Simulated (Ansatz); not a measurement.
SrTiO3:
```
CELL_PARAMETERS angstrom
      3.90754     0.00000     0.00000
      0.00000     3.90754     0.00000
      0.00000     0.00000     3.90754
ATOMIC_POSITIONS crystal
  Sr 0.00000 0.00000 0.00000
  Ti 0.50000 0.50000 0.50000
  O  0.50000 0.00000 0.50000
  O  0.00000 0.50000 0.50000
  O  0.50000 0.50000 0.00000
```

Relaxed with r²SCAN. 

Task: HSE06 on this cell (Ansatz, a program for electronic structure, PAW) gives a gap of 3.32 eV. What does r²SCAN give?

Result: 2.27 eV.

Cost on shared cores: the r²SCAN run (SCF on a 7×7×7 mesh, then bands and DOS) about 30 core-seconds (a rough figure), the HSE06 run (SCF on 4×4×4, then a few points) very roughly 60 core-seconds; the tasks are unlike.

Space group Pm-3m (cubic perovskite). The r²SCAN relaxation kept the symmetry of its start. At this level the phase is dynamically unstable (imaginary phonons). The run is not spin-polarised. Scalar-relativistic: spin–orbit coupling is off unless named, which matters more the heavier the elements.

Potentials: the earlier of the program's two PAW sets.

Ansatz is a plane-wave DFT program.
